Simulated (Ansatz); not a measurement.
Input:

BaO:
```yaml
crystal:
  lattice:
    - [0.00000, 2.71699, 2.71699]
    - [2.71699, 0.00000, 2.71699]
    - [2.71699, 2.71699, 0.00000]
  atoms:
    - { symbol: Ba, position: [0.00000, 0.00000, 0.00000] }
    - { symbol: O, position: [0.50000, 0.50000, 0.50000] }
```

This is the LDA-relaxed structure.

Task: All from DFT-LDA in the program Ansatz with PAW potentials, unless another level is named. Predict the band gap.

Result: 1.68 eV (direct).

Task: Next, the electron effective mass?

Result: 0.37, 0.37, 1.2 mₑ (principal values).

Task: What about the hole effective mass?

Result: 0.38, 3.2, 3.2 mₑ (principal values).

Task: Next, the formation energy from the elements (no fitted shifts)?

Result: -2.69 eV/atom.

Task: And the weight of the conduction-edge state by species (Voronoi cells)?

Result: Ba 63 %, O 37 %.

Task: Give the weight of the valence-edge state by species (Voronoi cells).

Result: O 86 %, Ba 14 %.

Space group Fm-3m (rock salt). The LDA relaxation kept the symmetry of its start; phonons on a q-mesh show no instability. The references are the lowest solids computed at this level, not always the standard phases (solids in place of the gases). Spin–orbit coupling is left out wherever it is not named.

Potentials: the later of the program's two PAW sets.
